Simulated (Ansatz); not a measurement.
Si2W:
```yaml
crystal:
  lattice:
    - [4.57970, 0.00000, 0.00000]
    - [-2.28985, 3.96614, 0.00000]
    - [0.00000, 0.00000, 6.60884]
  atoms:
    - { symbol: Si, position: [0.83643, 0.67285, 0.50000] }
    - { symbol: Si, position: [0.16357, 0.83643, 0.83333] }
    - { symbol: Si, position: [0.32715, 0.16357, 0.16667] }
    - { symbol: Si, position: [0.16357, 0.32715, 0.50000] }
    - { symbol: Si, position: [0.83643, 0.16357, 0.83333] }
    - { symbol: Si, position: [0.67285, 0.83643, 0.16667] }
    - { symbol: W, position: [0.00000, 0.50000, 0.16667] }
    - { symbol: W, position: [0.50000, 0.00000, 0.50000] }
    - { symbol: W, position: [0.50000, 0.50000, 0.83333] }
```

Cartesian axes are those of the cell as given.

**Question.** Give the high-frequency dielectric tensor and the Born effective charge tensors of the independent atoms from DFPT, DFT-r²SCAN in the program Ansatz with PAW potentials.

**Answer.** 
ε∞:
```
26.4  0.00  0.00
0.00  26.4  0.00
0.00  0.00  25.5
```
Z* of atom 1 (Si), rows: field, columns: displacement, in e:
```
 4.13   0.00  -0.73
 0.00   3.82   0.00
-1.28   0.00   3.96
```
Z* of atom 7 (W), rows: field, columns: displacement, in e:
```
-8.35  -0.68   0.00
-0.68  -7.57   0.00
 0.00   0.00  -7.92
```

Static charges for comparison (Bader): Si1 -0.06, W7 +0.13 e. Born charges measure polarisation by displacement and can exceed these by far.

Space group P6_222. The workflow started from a Materials Project entry (that database holds measured and hypothetical structures alike); the Crystallography Open Database copy checked does not list it. It is not the phase usual at ambient conditions (space group No. 139). Symmetry was held in the r²SCAN relaxation; its stability against distortions is not shown here. No spin polarisation was allowed. Scalar-relativistic: spin–orbit coupling is off unless named, which matters more the heavier the elements.

Potentials: the later of the program's two PAW sets.
